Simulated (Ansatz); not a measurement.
# What a change of settings does to a run on Pt

The cell comes from COD entry 4334349, which wasn't checked; take it as a given geometry.

First run: DFT, PBEsol, PAW with Ansatz's default frozen-core files, scalar-relativistic (Ansatz 0.2.0).

Command: `ansatz run input.yaml --threads 1 --pin off --max-ram 2048MiB --backend cpu --events-out ev --progress --plain --runs-dir out` The run took 6 s on 1 thread of Arm Neoverse V1, on a shared host.

```yaml
crystal:
  lattice:
    - [0.0, 1.9609, 1.9609]
    - [1.9609, 0.0, 1.9609]
    - [1.9609, 1.9609, 0.0]
  atoms:
    - { symbol: Pt, position: [0.0, 0.0, 0.0] }
kpoints:
  mp_grid: { grid: [14, 14, 14] }
scf:
  occupations: { method: fermi_dirac, width: 0.05 }
hamiltonian:
  xc: pbesol
  pseudopotentials: { kind: paw }
output:
  forces: true
  stress: true
  efg: { contact_densities: true }
relax:
  f_tol: 0.005
  max_steps: 80
  cell: {}
```

Result: converged; relaxed volume 15.034 Å³/atom; 20 SCF iterations in all.

No spin–orbit coupling, which matters for the heavy atoms here.

A second input differs as follows:

```diff
@@ -1,7 +1,7 @@
 crystal:
   lattice:
-    - [0.0, 1.9609, 1.9609]
-    - [1.9609, 0.0, 1.9609]
-    - [1.9609, 1.9609, 0.0]
+    - [0.0, 1.37263, 1.37263]
+    - [1.37263, 0.0, 1.37263]
+    - [1.37263, 1.37263, 0.0]
   atoms:
     - { symbol: Pt, position: [0.0, 0.0, 0.0] }
@@ -10,4 +10,5 @@
 scf:
   occupations: { method: fermi_dirac, width: 0.05 }
+  max_iter: 50
 hamiltonian:
   xc: pbesol
```

Q: Does the change harm the result?

A: Not here: the run converged; energy at zero smearing 0.0 meV/atom from the first run; relaxed volume 15.034 Å³/atom; 94 SCF iterations in all, so the odd setting did no harm in this case.
